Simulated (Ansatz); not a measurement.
How the gradients follow the element M in Ba5Ge2N6 and its analogues

Method: Kohn–Sham DFT in Ansatz, PBE, plane waves and PAW, scalar-relativistic, 420 eV cutoff. The cells come from the Materials Project (computed, not necessarily observed phases), with the atoms as given. Forces reach 0.2 eV/Å in them. Spin–orbit coupling is left out, which moves gradients at and beside heavy atoms (Ba, Hf) by some per cent and at some sites by far more. All compounds take space group C2/c with the same Wyckoff sites and nearly the same cell shape, and differ in the element M (Ge, Hf, Zr). Sites are named by their Wyckoff letter. V_zz in 10²¹ V/m².

| M | compound | source | cell edges (Å) | first shell of Ba on e | Ba on e: V_zz (η) | M on f: V_zz (η) |
| --- | --- | --- | --- | --- | --- | --- |
| Ge | Ba5Ge2N6 | MP | 10.782, 7.157, 14.378; β = 99.4° | 6 N at 2.67–3.28 Å; also 2 Ba at 3.67 Å | -13.32 (0.88) | 7.46 (0.68) |
| Hf | Ba5Hf2N6 | MP | 11.267, 7.476, 14.964; β = 96.4° | 2 N at 2.64 Å, angle 114° | ? | ? |
| Zr | Ba5Zr2N6 | MP | 11.321, 7.537, 14.999; β = 96.3° | 2 N at 2.63 Å, angle 114° | 9.20 (0.92) | 13.28 (0.68) |

Problem. Estimate the values withheld for Ba5Hf2N6.

Solution. Ba on e: 9.95 (0.84); Hf on f: 32.5 (0.58).

The crystals are a selection from a larger pool of database entries, not a random sample of it.
